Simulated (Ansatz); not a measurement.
C:
```cif
data_C3
_chemical_formula_sum 'C3'
_space_group_name_H-M_alt 'P 1'
_space_group_IT_number 1
_cell_length_a 2.60036
_cell_length_b 2.60036
_cell_length_c 2.79946
_cell_angle_alpha 90.000
_cell_angle_beta 90.000
_cell_angle_gamma 120.000
loop_
_space_group_symop_operation_xyz
  'x, y, z'
loop_
_atom_site_label
_atom_site_type_symbol
_atom_site_fract_x
_atom_site_fract_y
_atom_site_fract_z
_atom_site_occupancy
C1 C 0.50000 0.00000 0.00000 1
C2 C 0.00000 0.50000 0.66667 1
C3 C 0.50000 0.50000 0.33333 1
```

Relaxed with r²SCAN. The program Ansatz at the r²SCAN level (PAW) gives a gap of 2.24 eV.

Question: What gap does HSE06 give on the same cell (Ansatz, PAW)?

Answer: 2.93 eV, 0.69 eV more. The hybrid was solved on a coarser mesh and at special points; its gap is the smallest among all of these.

```json
[
 {"k": "Γ", "v1 r²SCAN": "-1.96", "c1 r²SCAN": "7.22", "v1 HSE06": "?", "c1 HSE06": "?"},
 {"k": "A", "v1 r²SCAN": "0.00", "c1 r²SCAN": "5.31", "v1 HSE06": "?", "c1 HSE06": "?"},
 {"k": "K", "v1 r²SCAN": "-3.69", "c1 r²SCAN": "4.93", "v1 HSE06": "?", "c1 HSE06": "?"},
 {"k": "H", "v1 r²SCAN": "-8.39", "c1 r²SCAN": "9.32", "v1 HSE06": "?", "c1 HSE06": "?"},
 {"k": "M", "v1 r²SCAN": "-4.46", "c1 r²SCAN": "2.24", "v1 HSE06": "-4.67", "c1 HSE06": "2.93"},
 {"k": "L", "v1 r²SCAN": "-3.57", "c1 r²SCAN": "3.02", "v1 HSE06": "-3.77", "c1 HSE06": "3.76"}
]
```

Question: Top valence (v1) and lowest conduction level (c1) in eV from each method's valence maximum (which need not be a listed point): supply the withheld HSE06 values.

Answer: 
- H, v1 HSE06: -8.86
- H, c1 HSE06: 10.52
- A, v1 HSE06: 0.00
- A, c1 HSE06: 6.24
- K, v1 HSE06: -3.82
- K, c1 HSE06: 5.97
- Γ, v1 HSE06: -2.10
- Γ, c1 HSE06: 8.16

Cost on shared cores: the r²SCAN run (SCF on a 12×12×10 mesh, then bands and DOS) around 23 core-seconds (rough), the HSE06 run (SCF on 9×9×7, then a few points) about 60 core-seconds (a rough figure); the tasks are unlike.

Space group P6_222. The start of the workflow was typed in or built on a structure type; neither database checked (COD, Materials Project) lists it. It is not the phase usual at ambient conditions (space group No. 194, 227). The r²SCAN relaxation kept the symmetry of its start; its stability against distortions is not shown here.

Potentials: the later of the program's two PAW sets.
